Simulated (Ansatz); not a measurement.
Thermal properties of Ti3AlN4 from its phonons

These are results of DFT PBE, scalar-relativistic, plane waves, PAW (Ansatz), not measurements. Plane waves to 420 eV; Γ-centred k mesh 12×12×6; Fermi-Dirac smearing of 0.15 eV. No spin polarisation. Phonons by linear response, acoustic sum rule imposed.

Relaxed structure:
Space group P4/mmm (No. 123). a = 2.974 Å, b = 2.974 Å, c = 8.469 Å, α = 90.00°, β = 90.00°, γ = 90.00°
```
atom  site  symmetry       x       y       z
  Ti    1a     4/mmm  0.0000  0.0000  0.0000
  Ti    2h       4mm  0.5000  0.5000  0.2431
  Al    1b     4/mmm  0.0000  0.0000  0.5000
   N    2g       4mm  0.0000  0.0000  0.2596
   N    1d     4/mmm  0.5000  0.5000  0.5000
   N    1c     4/mmm  0.5000  0.5000  0.0000
```

It was reached by relaxing an invented guess, and it needn't be the stable form of this composition. In a metal, frequencies and elastic constants depend on the k mesh and the smearing, soft modes and shear constants most. The q mesh is coarse, so values between its points are rough.

Force constants from linear response on a 4×4×1 q mesh, interpolated to a fine mesh.

Phonon density of states, in bins of 10 cm⁻¹:
```csv
bin centre (cm⁻¹),share of modes (%)
5,0.0
15,0.0
25,0.0
35,0.0
45,0.0
55,0.0
65,0.1
75,0.1
85,0.1
95,0.2
105,0.2
115,0.2
125,0.3
135,0.3
145,0.4
155,0.5
165,0.6
175,0.9
185,1.4
195,1.8
205,2.7
215,2.4
225,4.2
235,4.4
245,3.4
255,2.8
265,3.0
275,3.0
285,2.2
295,1.8
305,2.3
315,1.7
325,0.8
335,0.5
345,0.5
355,0.9
365,1.8
375,2.1
385,1.6
395,1.0
405,0.9
415,0.9
425,1.4
435,1.0
445,0.7
455,1.5
465,1.7
475,1.4
485,2.0
495,0.6
505,0.6
515,1.5
525,2.2
535,2.9
545,3.1
555,2.9
565,2.7
575,4.4
585,4.6
595,4.0
605,4.2
615,2.6
625,1.5
635,0.2
```

Question: How much zero-point energy does an atom carry?

Answer: 74.7 meV.

Question: How large are the vibrational entropy and heat capacity at 300 K?

Answer: S = 1.76 k_B and C_V = 2.19 k_B per atom, 73 % of the Dulong–Petit value.

Question: Tabulate them against temperature.

Answer:
```tsv
T (K)	F_vib (meV/atom)	S (k_B/atom)	C_V (k_B/atom)
100	74.2	0.23	0.60
200	69.1	0.98	1.61
300	57.3	1.76	2.19
400	39.2	2.43	2.49
500	15.7	3.01	2.66
600	-12.4	3.50	2.75
700	-44.5	3.93	2.81
800	-80.0	4.31	2.86
900	-118.6	4.65	2.89
1000	-160.0	4.95	2.91
```
